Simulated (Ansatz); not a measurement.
**Ba3HfO, before and after**

A trial structure of Ba3HfO was built thus: random cell by space group and Wyckoff sites (P4/mmm, No. 123). Lengths were set from tabulated atomic sizes, so they are only a guess.

start.cif

```cif
data_structure
_symmetry_space_group_name_H-M 'P 1'
_symmetry_Int_Tables_number 1
_cell_length_a 4.8703
_cell_length_b 4.8703
_cell_length_c 6.4433
_cell_angle_alpha 90.000
_cell_angle_beta 90.000
_cell_angle_gamma 90.000
_cell_volume 152.84
loop_
_atom_site_label
_atom_site_type_symbol
_atom_site_fract_x
_atom_site_fract_y
_atom_site_fract_z
_atom_site_occupancy
Ba1 Ba 0.50000 0.00000 0.50000 1
Ba2 Ba 0.00000 0.50000 0.50000 1
Ba3 Ba 0.00000 0.00000 0.00000 1
Hf1 Hf 0.50000 0.50000 0.00000 1
O1 O 0.50000 0.50000 0.50000 1
```

Method: Ansatz, DFT PBE, scalar-relativistic, plane waves, PAW. Cutoff 420 eV, Gaussian smearing, Γ-centred meshes. Cell and atoms relax first on a coarse mesh and then on a finer one. In between, the cell is made exact in the group found at 0.06 Å. In metals the finer mesh still leaves noise of several meV/atom or more. The steps can't lower the symmetry of their start. No spin polarisation.

end.cif

```cif
data_structure
_symmetry_space_group_name_H-M 'P 1'
_symmetry_Int_Tables_number 1
_cell_length_a 6.5620
_cell_length_b 6.5620
_cell_length_c 4.1176
_cell_angle_alpha 90.000
_cell_angle_beta 90.000
_cell_angle_gamma 90.000
_cell_volume 177.30
loop_
_atom_site_label
_atom_site_type_symbol
_atom_site_fract_x
_atom_site_fract_y
_atom_site_fract_z
_atom_site_occupancy
Ba1 Ba 0.50000 0.00000 0.50000 1
Ba2 Ba 0.00000 0.50000 0.50000 1
Ba3 Ba 0.00000 0.00000 0.00000 1
Hf1 Hf 0.50000 0.50000 0.00000 1
O1 O 0.50000 0.50000 0.50000 1
```

The symmetry stays P4/mmm (No. 123). The volume per atom grows by 16.0 %, from 30.6 to 35.5 Å³. The shortest distance goes from 2.44 Å (Ba–O) to 2.06 Å (Hf–O). The ratio c/a of the conventional cell changes by a factor of 0.47. The energy falls by about 0.63 eV/atom (the start's value is from the coarse mesh).

```yaml
Volume_per_atom: 35.46 Å³
Density: 5.68 g/cm³
Energy_over_the_elements: −0.70 eV/atom
Gap_on_the_6×6×10_mesh_of_the_5-atom_cell: 0 eV (a metal)
```

Energies over the elements count from the elements' standard structures at the same level (O₂ as a molecule), with no fitted energy shifts. Whether it is stable depends on the other phases of the system, which aren't compared here.

The last run used Gaussian smearing of 0.10 eV. Spin–orbit coupling, which can matter for Hf, is left out. A structure relaxed within its symmetry needn't be a true minimum. In all, the 3 runs took 5.2 min on 1 thread of Arm Neoverse V1 (shared host).
